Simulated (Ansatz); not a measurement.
A geometry of MgF$_{2}$ away from equilibrium: step 2 of the relaxation of a randomly generated symmetric cell of MgF2 (space group No. 191). Computed with PBE (plane waves to 420 eV, PAW, scalar-relativistic; Ansatz, an electronic-structure program). Γ-centred k-mesh 4×4×8 on the run's cell (coarser than for final values), Fermi–Dirac smearing 0.05 eV. The plane waves were selected for a different cell earlier on the path.

```xyz
9
Lattice="6.8871 0.0000 0.0000 -3.4435 5.9644 0.0000 0.0000 0.0000 2.9459" Properties=species:S:1:pos:R:3 pbc="T T T"
F      1.8057     0.0000     0.0000
F     -0.9029     1.5638     0.0000
F      2.5407     4.4006     0.0000
F      5.0814     0.0000     0.0000
F     -2.5407     4.4006     0.0000
F      0.9029     1.5638     0.0000
Mg     0.0000     0.0000     1.4730
Mg     0.0000     3.9763     0.0000
Mg     3.4435     1.9881     0.0000
```

### Question
Give the Cartesian forces on all atoms (eV/Å).

### Answer
| atom | Fx | Fy | Fz |
|---|---|---|---|
| F1 | 5.51 | 0.00 | 0.00 |
| F2 | -2.76 | 4.77 | 0.00 |
| F3 | -2.76 | -4.77 | 0.00 |
| F4 | -5.51 | 0.00 | 0.00 |
| F5 | 2.76 | -4.77 | 0.00 |
| F6 | 2.76 | 4.77 | 0.00 |
| Mg7 | 0.00 | 0.00 | 0.00 |
| Mg8 | 0.00 | 0.00 | 0.00 |
| Mg9 | 0.00 | 0.00 | 0.00 |

The path ends in P6/mmm (No. 191). No spin polarisation in the result.

The run could not lower the symmetry of its start; a shaken copy of this end point relaxes with PBE to P-31m (No. 162), 1.155 eV/atom lower.

The end of the path is a generated cell of MgF2: the first start was made by a random draw of sites in a space group, and the end was not matched to a known phase here, so it may be hypothetical. Known forms of MgF2 include space group No. 136.
